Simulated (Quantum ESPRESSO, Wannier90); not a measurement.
# CaSe (rock salt), plane waves to Wannier functions

```
CELL_PARAMETERS angstrom
      0.00000     2.97024     2.97024
      2.97024     0.00000     2.97024
      2.97024     2.97024     0.00000
ATOMIC_POSITIONS crystal
  Ca 0.00000 0.00000 0.00000
  Se 0.50000 0.50000 0.50000
```

Structure: Materials Project mp-1415, symmetrised, not relaxed again. COD (Crystallography Open Database) has an entry of this formula and space group (matched by these alone). Level: PBEsol, no spin polarisation, no spin-orbit coupling; pw.x of Quantum ESPRESSO at 69 Ry with PseudoDojo potentials, 8×8×8 k-points, Wannier90. Density: 10×10×10 mesh, cold smearing 0.01 Ry. Spin-orbit coupling, left out, would split the p-like bands by a few tenths of an eV.

Functional, cutoff and mesh named above are those of the base row (69); the first column says what each row takes instead. Model: 4 functions from bands 10-13, start SCDM (isolated) (the valence bands). Energies are relative to the valence-band maximum; the misfit is to pw.x on a path, for all bands of the set. Only the plane-wave cutoff changes (density cutoff four times as high). Ω_total can sit in another minimum from row to row; Ω_I of an isolated set cannot.

```
ecutwfc (Ry)    Ω_I (Å²)  Ω_total (Å²)  rms misfit (meV)    gap (eV)  ΔE to highest cutoff (meV/atom)  plane waves a k-point, about (cost)  rough cost of nscf and overlaps (first row = 1)
------------  ----------  ------------  ----------------  ----------  -------------------------------  -----------------------------------  -----------------------------------------------
35                  6.20          7.31               1.9       2.440                          57168.5                                 1200                                              1.0
43                  6.44          7.60               1.9       2.133                          19352.3                                 1700                                              1.6
52            (withheld)          7.73               1.9  (withheld)                       (withheld)                                 2200                                              1.9
69                  6.57          7.76               2.0       1.973                             57.8                                 3400                                              3.0
86                  6.57          7.76               2.0       1.972                              0.3                                 4800                                                4
108                 6.57          7.76               1.9       1.972                              0.0                                 6700                                                7
```

### Question
Some entries are withheld; supply them.

### Answer

- 52, Ω_I (Å²): 6.54
- 52, gap (eV): 2.016
- 52, ΔE to highest cutoff (meV/atom): 4054.5
